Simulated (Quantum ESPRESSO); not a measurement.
## Band energies of InSb

```xyz
2
Lattice="0.0000 3.2251 3.2251 3.2251 0.0000 3.2251 3.2251 3.2251 0.0000" Properties=species:S:1:pos:R:3 pbc="T T T"
In     0.0000     0.0000     0.0000
Sb     4.8376     4.8376     4.8376
```

LDA (Quantum ESPRESSO, PseudoDojo norm-conserving, 84 Ry, no spin-orbit coupling); path ΓXWKΓLUWLK,UX; energies in eV from the Fermi level.

| k (1/Å) | point | band 10 | band 11 | band 12 | band 13 | band 14 | band 15 | band 16 | band 17 |
|---|---|---|---|---|---|---|---|---|---|
| 0.00 | Γ | -14.53 | -10.90 | -0.37 | -0.02 | -0.02 | -0.02 | 2.92 | 2.92 |
| 0.43 |  | -14.52 | -10.31 | -3.42 | -1.30 | -1.30 | 1.60 | 2.44 | 4.94 |
| 0.97 | X | -14.52 | -8.89 | -6.06 | -2.33 | -2.33 | 1.22 | 1.23 | 8.16 |
| 1.46 | W | -14.53 | -8.85 | -5.94 | -2.95 | -2.82 | 3.47 | 3.92 | 4.17 |
| 1.58 |  | -14.52 | -8.88 | -5.93 | -3.07 | -2.57 | 2.77 | 3.72 | 4.86 |
| 1.81 | K | -14.52 | -8.93 | -5.92 | -3.22 | -1.98 | 1.51 | 3.64 | 6.22 |
| 2.12 |  | -14.53 | -9.50 | -5.20 | -2.95 | -1.20 | 1.94 | 4.46 | 4.67 |
| 2.53 |  | -14.53 | -10.60 | -2.69 | -1.01 | -0.23 | 1.34 | 3.14 | 3.24 |
| 2.84 | Γ | -14.53 | -10.90 | -0.37 | -0.02 | -0.02 | -0.02 | 2.92 | 2.92 |
| 3.05 |  | -14.53 | -10.76 | -1.96 | -0.23 | -0.23 | 0.83 | 3.22 | 3.22 |
| 3.58 |  | -14.53 | -9.60 | -5.60 | -1.02 | -1.02 | 0.43 | 3.79 | 3.79 |
| 3.68 | L | -14.53 | -9.51 | -5.76 | -1.05 | -1.05 | 0.41 | 3.79 | 3.79 |
| 4.08 |  | -14.53 | -9.15 | -5.75 | -3.02 | -1.65 | 1.73 | 4.17 | 5.35 |
| 4.28 | U | -14.52 | -8.93 | -5.92 | -3.22 | -1.98 | 1.51 | 3.64 | 6.22 |
| 4.51 |  | -14.52 | -8.88 | -5.93 | -3.07 | -2.57 | 2.77 | 3.72 | 4.86 |
| 4.62 | W | -14.53 | -8.85 | -5.94 | -2.95 | -2.82 | 3.47 | 3.92 | 4.17 |
| 5.02 |  | -14.53 | -9.30 | -5.72 | -2.54 | -1.53 | 1.94 | 3.37 | 4.82 |
| 5.31 | L | -14.53 | -9.51 | -5.76 | -1.05 | -1.05 | 0.41 | 3.79 | 3.79 |
| 5.48 |  | -14.53 | -9.44 | -5.74 | -1.84 | -1.20 | 1.19 | 3.56 | 4.12 |
| 5.91 | K | -14.52 | -8.93 | -5.92 | -3.22 | -1.98 | 1.51 | 3.64 | 6.22 |
| 5.91 | U | -14.52 | -8.93 | -5.92 | -3.22 | -1.98 | 1.51 | 3.64 | 6.22 |
| 6.25 | X | -14.52 | -8.89 | -6.06 | -2.33 | -2.33 | 1.22 | 1.23 | 8.16 |

At this level the gap is closed or nearly so: along the path the highest valence and lowest conduction bands touch, or overlap by less than 0.6 eV, a zero-gap or semimetallic result; the valence top lies at Γ, the conduction bottom at Γ. Semilocal functionals close the gaps of some narrow-gap semiconductors, so this alone doesn't show that the compound has none.

Without spin-orbit coupling, band edges of such heavy elements can be off by tenths of an eV.

Geometry relaxed with LDA.
